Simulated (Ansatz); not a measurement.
**BaB2Ir2 (I4/mmm): electronic heat capacity and spin susceptibility from the density of states**

Computed with DFT r2SCAN, scalar-relativistic, plane waves, PAW in Ansatz 0.2.0.

Plane waves to 500 eV, a k mesh through Γ of 12×12×12 on the computed 5-atom cell and Gaussian smearing (0.10 eV); no spin polarisation.

Relaxed cell: I4/mmm, a = 3.936 Å, b = 3.936 Å, c = 11.464 Å, α = 90.00°, β = 90.00°, γ = 90.00°, 5 atoms in the primitive cell. Whether it is the stable form of this composition wasn't checked.

The density of states at the Fermi level is 1.197 states/eV in the cell of 5 atoms (1 formula unit; both spins, tetrahedra on a 18×18×18 mesh).

**Question.** What Sommerfeld coefficient and Pauli susceptibility does this give?

**Answer.** Per formula unit N(E_F) = 1.197 states/eV. γ = (π²/3) k_B² N(E_F) N_A = 2.357 mJ/(mol K²) per state/eV, so γ = 2.8 mJ/(mol K²), a mole of formula units. χ_P = μ_B² N(E_F) N_A = 3.23×10⁻⁵ emu/mol per state/eV gives 3.9×10⁻⁵ emu/mol. This is the bare band result: a measured γ of the same phase is as a rule larger by a factor 1 + λ from phonons and spin fluctuations, the spin part of χ is larger by the Stoner factor, and a measured χ also holds orbital and core terms. N(E_F) at one energy is sensitive to the mesh where the density of states has sharp peaks.

Spin-orbit coupling is left out, which matters for the bands of heavy elements.

Cost: 1 run of about 3.7 core-minutes, on Arm Neoverse V2 (shared hosts).